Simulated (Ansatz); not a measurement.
Method: DFT PBE, scalar-relativistic, plane waves, PAW in Ansatz 0.2.0. Settings: cutoff 420 eV, Γ-centred meshes spaced at most about 0.3 Å⁻¹, and about 0.25 Å⁻¹ or finer for metals (2π included), Gaussian smearing. No spin polarisation in the final relaxations.

All energies are static (0 K, no zero-point motion).

Two forms of Ge2Sb2Te were relaxed alike.

A.

```xyz
5
Lattice="-2.1160 2.1160 7.5122 2.1160 -2.1160 7.5122 2.1160 2.1160 -7.5122" Properties=species:S:1:pos:R:3 pbc="T T T"
Ge    0.0000    0.0000    8.8673
Ge    0.0000    0.0000    6.1570
Sb    2.1160    0.0000    3.7561
Sb    0.0000    2.1160    3.7561
Te    0.0000    0.0000    0.0000
```

B.

```xyz
5
Lattice="5.2396 0.0000 0.0000 -2.6198 4.5376 0.0000 0.0000 0.0000 5.8539" Properties=species:S:1:pos:R:3 pbc="T T T"
Ge    0.0000    3.0251    2.9270
Ge    2.6198    1.5125    2.9270
Sb    0.0000    3.0251    0.0000
Sb    2.6198    1.5125    0.0000
Te    0.0000    0.0000    2.9270
```

**Question.** Which form is favoured at zero pressure, and by what margin per atom?

**Answer.** B is lower, by 63 meV/atom. A has space group I4/mmm (No. 139), 26.9 Å³/atom and no gap on its mesh; B has space group P6/mmm (No. 191), 27.8 Å³/atom and no gap. Counting all near atoms (for each partner element, those within 1.25 times its shortest distance or 1.15 times the sum of covalent radii, where it is the nearest in units of that sum or under 1.3; a plus sign parts groups by distance over the sum of covalent radii; the shortest distance is added where it exceeds 1.18 times the sum of covalent radii), A has Ge 9, Sb 4+4, Te 8 from 3.3 Å and B has Ge 8, Sb 5, Te 6. A and B both hold Sb–Sb nets. The lower one is the more open, so pressure narrows the difference. Even the lower one lies +0.19 eV/atom against the reference forms of the elements (uncorrected), so neither is stable at this level. Both come from invented guesses. A third cell relaxed alike, in P-3m1, lies 66 meV/atom below the lower of the two.

Spin–orbit coupling, which can matter for Sb and Te, is left out. Cells relaxed within their symmetry can be saddle points.
